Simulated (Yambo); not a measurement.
```
BeO
1.0
    2.67206     0.00000     0.00000
   -1.33603     2.31407     0.00000
    0.00000     0.00000     4.33863
Be O
2 2
Direct
  0.33333   0.66667   0.99986
  0.66667   0.33333   0.49986
  0.33333   0.66667   0.37764
  0.66667   0.33333   0.87764
```

The PBEsol cell relaxed from Materials Project entry mp-2542 was given an isotropic strain of -0.7 % on all lattice vectors, and the atoms were relaxed again.

**Question.** Where are the main features of Im ε from RPA with local fields on PBEsol bands (Yambo; 21×21×12 mesh, 25 bands, 4 Ry local-field block, 0.2 eV broadening; field along x)?

**Answer.** Peaks at 11.4 eV (4.8), 16.9 eV (3.7), heights in brackets. Structure narrower than a few tenths of an eV can come from the finite k mesh. Convergence of the RPA response with its 21×21×12 mesh was not tested. No excitonic effects at this level.
